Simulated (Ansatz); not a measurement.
Given:

As (space group R-3m)

```yaml
crystal:
  lattice:
    - [3.76004, 2.17086, 6.65675]
    - [-1.88002, 1.08543, 3.32837]
    - [0.00000, -2.17086, 3.32837]
  atoms:
    - { symbol: As, position: [0.11526, 0.23051, 0.23051] }
    - { symbol: As, position: [0.61526, 0.23051, 0.23051] }
    - { symbol: As, position: [0.38474, 0.76949, 0.76949] }
    - { symbol: As, position: [0.88474, 0.76949, 0.76949] }
```

The atoms are displaced by Q × the pattern below (from a DFPT mode at L = (0.5, 0.0, 0.0), largest move 1; Q in Å), at fixed cell. (q is in reciprocal vectors of the primitive cell; the cell shown is doubled to hold the pattern.)

| atom | x | y | z |
|---|---|---|---|
| As1 | 0.500 | -0.866 | 0.000 |
| As2 | -0.500 | 0.866 | 0.000 |
| As3 | 0.500 | -0.866 | 0.000 |
| As4 | -0.500 | 0.866 | 0.000 |

Level of theory: LDA (plane waves to 420 eV, PAW, scalar-relativistic; Ansatz, an electronic-structure program). k mesh 6×11×11 (Γ-centred), Fermi-Dirac smearing 0.05 eV. The energy includes the smearing's −TS. With partly filled bands, energies and forces of such displacements shift with the k mesh and the smearing. As was relaxed with its symmetry unable to fall. ΔE is measured from the undisplaced structure.

The scan covers Q from -0.180 to 0.180 Å in 13 points.

**Question.** Which space group does the distorted structure have?

**Answer.** C2/c (No. 15), lowered from R-3m.

**Question.** Is this a single well or a double well?

**Answer.** A single well with its minimum at or next to zero displacement.

**Question.** What is the energy change at Q = 0.180 Å?

**Answer.** 720 meV/cell.

**Question.** What harmonic wavenumber does the curvature at Q = 0 give?

**Answer.** 203 cm⁻¹.

(A displaced cell: forces are minus the slopes of the energy, force constants its curvatures, and phonons follow from these.)
